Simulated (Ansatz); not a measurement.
An Ansatz (an electronic-structure program) run. Input:

Ansatz 0.2 input:
```yaml
crystal:
  lattice:
    - [3.1521360896, 0.0, 0.0]
    - [0.0, 3.1521360896, 0.0]
    - [0.0, 0.0, 3.1521360896]
  atoms:
    - { symbol: Al, position: [0.0, 0.0, 0.0] }
    - { symbol: Au, position: [0.5, 0.5, 0.5] }
kpoints:
  mp_grid: { grid: [27, 27, 27] }
hamiltonian:
  xc: lda
  pseudopotentials: { kind: paw }
scf:
  occupations: { method: fermi_dirac, width: 0.1 }
elastic: { mode: relaxed_ion, stencil: two_point, amplitude: 0.005, f_tol: 0.0005 }
```

Output (shortened):

```
Pseudopotential: Al, paw, valence charge 3
Pseudopotential: Au, paw, valence charge 19
Functional definition: SPW92
Crystal: 2 atoms, lattice volume = 31.320 Å³
Basis set: ecut = 420 eV, 619 PW (Γ)
Bands: 15, of which v1, the nominal top of the filled ones, is band 11 counted from 1 (10 counted from 0)
Symmetry: 48 space group operations
Space group: Pm-3m (ITA 221), of the structure as read, at distance tolerance 3.2e-5 Å
k-points: 560 of 19683
SCF iter   1: F=—  HF=-13378.448440 eV  |F-HF|=—  |Δ(HF+E_count)|=         —  Δρ=6.24e-3  dr2=7.61e-3  ethr=1.77e-3  ⟨swp⟩=4.6  Hψ=38840  notcnv=0
preconditioner: auto → none
SCF iter   2: F=—  HF=-13378.447588 eV  |F-HF|=—  |Δ(HF+E_count)|=   8.52e-4  Δρ=3.51e-3  dr2=2.33e-3  ethr=3.46e-5  ⟨swp⟩=1.0  Hψ=12885  notcnv=0
SCF iter   3: F=—  HF=-13378.447247 eV  |F-HF|=—  |Δ(HF+E_count)|=   3.41e-4  Δρ=8.79e-4  dr2=3.22e-4  ethr=1.06e-5  ⟨swp⟩=1.0  Hψ=8529  notcnv=0
SCF iter   4: F=—  HF=-13378.447165 eV  |F-HF|=—  |Δ(HF+E_count)|=   8.24e-5  Δρ=2.78e-4  dr2=2.07e-5  ethr=1.46e-6  ⟨swp⟩=2.1  Hψ=12313  notcnv=0
SCF iter   5: F=—  HF=-13378.447163 eV  |F-HF|=—  |Δ(HF+E_count)|=   1.99e-6  Δρ=4.89e-5  dr2=5.80e-7  ethr=9.42e-8  ⟨swp⟩=2.8  Hψ=14520  notcnv=0
SCF iter   6: F=—  HF=-13378.447159 eV  |F-HF|=—  |Δ(HF+E_count)|=   3.56e-6  Δρ=4.25e-6  dr2=5.93e-9  ethr=2.64e-9  ⟨swp⟩=2.5  Hψ=13791  notcnv=0
SCF iter   7: F=—  HF=-13378.447159 eV  |F-HF|=—  |Δ(HF+E_count)|=  5.44e-10  Δρ=4.35e-7  dr2=5.44e-11  ethr=2.69e-11  ⟨swp⟩=2.4  Hψ=13155  notcnv=0
SCF iter   8: F=—  HF=-13378.447159 eV  |F-HF|=—  |Δ(HF+E_count)|=  7.28e-12  Δρ=2.94e-8  dr2=2.18e-13  ethr=2.47e-13 (applied; sched 1.00e-12)  ⟨swp⟩=2.4  Hψ=14757  notcnv=0
SCF iter   9: F=-13378.447159 eV  HF=-13378.447159 eV  |F-HF|=1.82e-12  |Δ(HF+E_count)|=    0.00e0  Δρ=4.12e-9  dr2=1.27e-15  ethr=1.00e-12  ⟨swp⟩=4.0  Hψ=26775  notcnv=0
SCF 1 converged in 9 iterations: F = -13378.447159 eV  dr2 = 1.27e-15
Crystal: 2 atoms, lattice volume = 31.163 Å³
Symmetry: 16 space group operations
k-points: 1470 of 19683
iter 1 solved again at ethr=1.27e-6 eV; its pass at ethr=3.10e-3 eV (dr2=2.80e-4 eV) is discarded
SCF iter   1: F=—  HF=-13378.446920 eV  |F-HF|=—  |Δ(HF+E_count)|=         —  Δρ=7.80e-4  dr2=2.36e-4  ethr=1.27e-6  ⟨swp⟩=2.2  Hψ=131414  notcnv=0
preconditioner: auto → none
SCF iter   2: F=—  HF=-13378.446872 eV  |F-HF|=—  |Δ(HF+E_count)|=   4.75e-5  Δρ=5.08e-4  dr2=7.58e-5  ethr=1.07e-6  ⟨swp⟩=2.0  Hψ=32166  notcnv=0
SCF iter   3: F=—  HF=-13378.446847 eV  |F-HF|=—  |Δ(HF+E_count)|=   2.50e-5  Δρ=1.75e-4  dr2=4.57e-6  ethr=3.44e-7  ⟨swp⟩=2.0  Hψ=30924  notcnv=0
SCF iter   4: F=—  HF=-13378.446845 eV  |F-HF|=—  |Δ(HF+E_count)|=   1.74e-6  Δρ=3.34e-5  dr2=1.30e-7  ethr=2.08e-8  ⟨swp⟩=2.0  Hψ=36931  notcnv=0
SCF iter   5: F=—  HF=-13378.446845 eV  |F-HF|=—  |Δ(HF+E_count)|=   2.47e-7  Δρ=2.94e-6  dr2=9.41e-10  ethr=5.91e-10  ⟨swp⟩=1.0  Hψ=22190  notcnv=0
SCF iter   6: F=—  HF=-13378.446845 eV  |F-HF|=—  |Δ(HF+E_count)|=  1.46e-11  Δρ=3.91e-7  dr2=1.59e-11  ethr=4.28e-12  ⟨swp⟩=2.6  Hψ=36422  notcnv=0
SCF iter   7: F=—  HF=-13378.446845 eV  |F-HF|=—  |Δ(HF+E_count)|=  3.64e-12  Δρ=4.29e-8  dr2=2.24e-13  ethr=7.22e-14 (applied; sched 1.00e-12)  ⟨swp⟩=2.5  Hψ=36349  notcnv=0
SCF iter   8: F=-13378.446845 eV  HF=-13378.446845 eV  |F-HF|=3.64e-12  |Δ(HF+E_count)|=    0.00e0  Δρ=1.09e-8  dr2=6.54e-15  ethr=1.00e-12  ⟨swp⟩=4.0  Hψ=70345  notcnv=0
SCF 2 converged in 8 iterations: F = -13378.446845 eV  dr2 = 6.54e-15
Crystal: 2 atoms, lattice volume = 31.476 Å³
iter 1 solved again at ethr=8.24e-10 eV; its pass at ethr=3.10e-3 eV (dr2=1.81e-7 eV) is discarded
SCF iter   1: F=—  HF=-13378.446847 eV  |F-HF|=—  |Δ(HF+E_count)|=         —  Δρ=1.28e-4  dr2=1.82e-7  ethr=8.24e-10  ⟨swp⟩=2.1  Hψ=129738  notcnv=0
preconditioner: auto → none
SCF iter   2: F=—  HF=-13378.446849 eV  |F-HF|=—  |Δ(HF+E_count)|=   2.09e-6  Δρ=6.37e-5  dr2=3.51e-8  ethr=8.24e-10  ⟨swp⟩=1.3  Hψ=24039  notcnv=0
SCF iter   3: F=—  HF=-13378.446850 eV  |F-HF|=—  |Δ(HF+E_count)|=   6.78e-7  Δρ=1.47e-5  dr2=2.03e-8  ethr=1.60e-10  ⟨swp⟩=2.1  Hψ=31946  notcnv=0
SCF iter   4: F=—  HF=-13378.446850 eV  |F-HF|=—  |Δ(HF+E_count)|=   2.03e-8  Δρ=4.95e-6  dr2=3.34e-10  ethr=9.23e-11  ⟨swp⟩=2.0  Hψ=30513  notcnv=0
SCF iter   5: F=—  HF=-13378.446850 eV  |F-HF|=—  |Δ(HF+E_count)|=   4.18e-9  Δρ=2.97e-7  dr2=2.63e-12  ethr=1.52e-12  ⟨swp⟩=2.5  Hψ=32122  notcnv=0
SCF iter   6: F=-13378.446850 eV  HF=-13378.446850 eV  |F-HF|=0.00e0  |Δ(HF+E_count)|=  1.64e-11  Δρ=2.01e-8  dr2=1.81e-14  ethr=1.00e-12  ⟨swp⟩=3.1  Hψ=83057  notcnv=0
SCF 3 converged in 6 iterations: F = -13378.446850 eV  dr2 = 1.81e-14
Crystal: 2 atoms, lattice volume = 31.319 Å³
Symmetry: 8 space group operations
k-points: 2744 of 19683
iter 1 solved again at ethr=3.57e-7 eV; its pass at ethr=3.10e-3 eV (dr2=7.86e-5 eV) is discarded
SCF iter   1: F=—  HF=-13378.447192 eV  |F-HF|=—  |Δ(HF+E_count)|=         —  Δρ=4.91e-4  dr2=4.98e-5  ethr=3.57e-7  ⟨swp⟩=2.0  Hψ=241960  notcnv=0
preconditioner: auto → none
SCF iter   2: F=—  HF=-13378.447186 eV  |F-HF|=—  |Δ(HF+E_count)|=   5.51e-6  Δρ=2.18e-4  dr2=9.46e-6  ethr=2.26e-7  ⟨swp⟩=1.0  Hψ=41160  notcnv=0
SCF iter   3: F=—  HF=-13378.447179 eV  |F-HF|=—  |Δ(HF+E_count)|=   7.24e-6  Δρ=1.11e-5  dr2=2.79e-8  ethr=4.30e-8  ⟨swp⟩=1.0  Hψ=41160  notcnv=0
SCF iter   4: F=—  HF=-13378.447180 eV  |F-HF|=—  |Δ(HF+E_count)|=   6.39e-7  Δρ=9.10e-6  dr2=3.32e-8  ethr=1.27e-10  ⟨swp⟩=2.0  Hψ=72099  notcnv=0
SCF iter   5: F=—  HF=-13378.447180 eV  |F-HF|=—  |Δ(HF+E_count)|=   9.14e-9  Δρ=7.99e-7  dr2=9.66e-11  ethr=1.27e-10  ⟨swp⟩=2.0  Hψ=56797  notcnv=0
SCF iter   6: F=—  HF=-13378.447180 eV  |F-HF|=—  |Δ(HF+E_count)|=  5.46e-12  Δρ=1.80e-7  dr2=2.79e-12  ethr=4.39e-13 (applied; sched 1.00e-12)  ⟨swp⟩=2.4  Hψ=69061  notcnv=0
SCF iter   7: F=-13378.447180 eV  HF=-13378.447180 eV  |F-HF|=5.46e-12  |Δ(HF+E_count)|=    0.00e0  Δρ=2.44e-8  dr2=8.51e-14  ethr=1.00e-12  ⟨swp⟩=4.5  Hψ=145175  notcnv=0
SCF 4 converged in 7 iterations: F = -13378.447180 eV  dr2 = 8.51e-14
Crystal: 2 atoms, lattice volume = 31.319 Å³
iter 1 solved again at ethr=8.36e-11 eV; its pass at ethr=3.10e-3 eV (dr2=1.84e-8 eV) is discarded
SCF iter   1: F=—  HF=-13378.447180 eV  |F-HF|=—  |Δ(HF+E_count)|=         —  Δρ=1.16e-5  dr2=1.82e-8  ethr=8.36e-11  ⟨swp⟩=2.2  Hψ=244646  notcnv=0
preconditioner: auto → none
SCF iter   2: F=—  HF=-13378.447180 eV  |F-HF|=—  |Δ(HF+E_count)|=   5.64e-9  Δρ=5.24e-6  dr2=2.86e-9  ethr=8.26e-11  ⟨swp⟩=1.3  Hψ=43734  notcnv=0
SCF iter   3: F=—  HF=-13378.447180 eV  |F-HF|=—  |Δ(HF+E_count)|=  6.58e-10  Δρ=1.26e-6  dr2=5.56e-10  ethr=1.30e-11  ⟨swp⟩=2.6  Hψ=68152  notcnv=0
SCF iter   4: F=—  HF=-13378.447180 eV  |F-HF|=—  |Δ(HF+E_count)|=  1.38e-10  Δρ=4.16e-7  dr2=4.76e-11  ethr=2.53e-12  ⟨swp⟩=2.0  Hψ=59417  notcnv=0
SCF iter   5: F=—  HF=-13378.447180 eV  |F-HF|=—  |Δ(HF+E_count)|=  1.27e-11  Δρ=8.01e-8  dr2=1.15e-12  ethr=2.16e-13 (applied; sched 1.00e-12)  ⟨swp⟩=2.7  Hψ=62377  notcnv=0
SCF iter   6: F=-13378.447180 eV  HF=-13378.447180 eV  |F-HF|=5.46e-12  |Δ(HF+E_count)|=  3.64e-12  Δρ=9.32e-9  dr2=1.21e-14  ethr=1.00e-12  ⟨swp⟩=3.0  Hψ=155497  notcnv=0
SCF 5 converged in 6 iterations: F = -13378.447180 eV  dr2 = 1.21e-14
SCF converged after 9 iterations
Free energy (F): -13378.447159 eV
Harris-Foulkes:  -13378.447159 eV  (|F-HF|=1.82e-12)
Internal energy: -13378.424087 eV  (E = F + TS)
E sigma→0 (E₀):  -13378.435623 eV
Entropy (-TS):   -0.023072 eV (-11.536 meV/atom)
Fermi energy:    16.352236 eV
--- Per-component energies (eV) ---
  E_band       = -286.579319
  E_kinetic    = 630.520756
  E_local      = -2386.811529  (includes V_loc(G=0)·N_el)
  E_nonlocal   = 88.560634
  E_hartree    = 1028.981585
  E_xc         = -268.252831
  E_vxc        = -307.264296  (∫ρ·V_xc dr)
  E_paw        = -9865.329684  (= ΣΔE_a)
  E_vpaw       = -369.549346  (= ΣTr[D̂ρ^β])
  E_aug_tail   = 0.001294  (compensation charges beyond the density's cutoff)
  E_ewald      = -2606.672746
  E_core_change = 0.578434  (= ΣΔE_core)
  E_smearing   = -0.023072  (= −TS)
  E_closure    = 0.000000  (closes the sum)
  Σ components = -13378.447159   (vs F -13378.447159, Δ=0.00e0)
  [band-id]    e_kinetic+e_local+e_nonlocal+2·e_hartree+e_vxc+e_vpaw+e_augmentation_tail = -286.579318   (vs E_band -286.579319, Δ=8.41e-7)
--- Forces (eV/Å), atoms counted from 1 ---
  atom   1  Al     0.00000000     0.00000000     0.00000000
  atom   2  Au     0.00000000     0.00000000     0.00000000
  max |Σ_I F_I| component: 0.0 eV/Å
--- Stress (GPa, compression-positive) ---
       -0.000883       0.000000       0.000000
        0.000000      -0.000883       0.000000
        0.000000       0.000000      -0.000883
  P = ⅓ Tr σ = -0.0009 GPa (-0.009 kbar)
--- Band table (eV; the first three rows and the last of 560) ---
  k-point 0: bands = ["-90.8831", "-42.1733", "-42.1733", "-42.1733", "4.3267", "9.2270", "9.2270", "11.3601", "11.3601", "11.3601", "19.1313", "19.1313", "19.1313", "23.5460", "23.8871"]
  k-point 1: bands = ["-90.8831", "-42.1739", "-42.1733", "-42.1733", "4.3504", "9.2320", "9.2370", "11.3438", "11.3438", "11.3618", "18.9301", "19.1691", "19.1691", "23.6341", "23.8578"]
  k-point 2: bands = ["-90.8831", "-42.1755", "-42.1732", "-42.1732", "4.4214", "9.2466", "9.2661", "11.2966", "11.2966", "11.3669", "18.4204", "19.2810", "19.2810", "23.7214", "23.7722"]
  k-point 559: bands = ["-90.8803", "-42.2063", "-42.2063", "-42.2063", "8.6748", "8.6895", "8.6895", "12.3392", "12.3392", "15.9710", "16.7457", "17.0480", "17.0480", "18.8468", "20.2187"]
--- Elastic constants: 2 strain directions × 2 members + reference (group order 48) ---
  dense FFT box of the reference and of every strained cell: 24×24×24
  strains applied: 11, 23; error gains: componentwise 1.00 (the most a stress slope's error grows in a printed constant), spectral 1.73 (1 for all six strains …
  C = ∂σ_k/∂η_j (tension-positive GPa; Voigt order 11 22 33 23 13 12):
       128.005    142.498    142.498      0.000      0.000      0.000
       142.498    128.005    142.498      0.000      0.000      0.000
       142.498    142.498    128.005      0.000      0.000      0.000
         0.000      0.000      0.000     -8.117      0.000      0.000
         0.000      0.000      0.000      0.000     -8.117      0.000
         0.000      0.000      0.000      0.000      0.000     -8.117
  reference stress σ⁰ (GPa):      0.001      0.001      0.001      0.000      0.000      0.000
  C* (energy form; C + prestress term) asymmetry max|C*_kj − C*_jk| = 2.842e-14 GPa — a small one proves nothing (zero by symmetry where the batch's group is …
  moduli (Voigt/Reuss/Hill, GPa): K = 137.67/137.67/137.67   G = -7.77/-7.74/-7.76   E = -23.72   ν = 0.529
  mechanically stable: NO (min eigenvalue of sym C = -14.49 GPa)
  where every solve meets its electron count the energy-path curvature estimates C_jj along a normal strain and C_jj − ¼(σ⁰_aa + σ⁰_bb) along a shear (ab), of …
  strain η (Voigt 11):  stress-route row diagonal C_11 = 128.00 GPa, energy-path curvature d²(F+E_count+ΔE)/dδ²/Ω₀ = 127.88 GPa
         δ    σ_11 (GPa)             F (eV)   n_scf  n_hpsi   n_pw
    -5.000e-3      -0.6493      -13378.4468451       8  417291    626   relax 0 steps, max|allowed force component| 0.0 eV/Å
     5.000e-3       0.6308      -13378.4468497       6  351967    635   relax 0 steps, max|allowed force component| 0.0 eV/Å
  strain η (Voigt 23):  stress-route row diagonal C_44 = -8.12 GPa, energy-path curvature d²(F+E_count+ΔE)/dδ²/Ω₀ = -8.17 GPa
         δ    σ_23 (GPa)             F (eV)   n_scf  n_hpsi   n_pw
    -5.000e-3       0.0406      -13378.4471797       7  705780    627   relax 0 steps, max|allowed force component| 0.0 eV/Å
     5.000e-3      -0.0406      -13378.4471797       6  672181    627   relax 0 steps, max|allowed force component| 0.0 eV/Å
```

Cost: roughly 3 core-minutes on shared cores.

The workflow started from a Materials Project entry (that database holds measured and hypothetical structures alike); the Crystallography Open Database copy checked does not list it. With Al and Au taken as one species the cell has the higher symmetry Im-3m, so it may be an ordered model of a mixed-site phase. Whether it is the stable phase at ambient conditions was not checked. The LDA relaxation kept the symmetry of its start. At this level the phase is mechanically unstable. As this level gives no gap, shear constants depend on the k-mesh and smearing (Fermi–Dirac, 0.1 eV here). Scalar-relativistic: spin–orbit coupling is off unless named, which matters more the heavier the elements.

Potentials: the later of the program's two PAW sets.

Ansatz is a plane-wave DFT program.
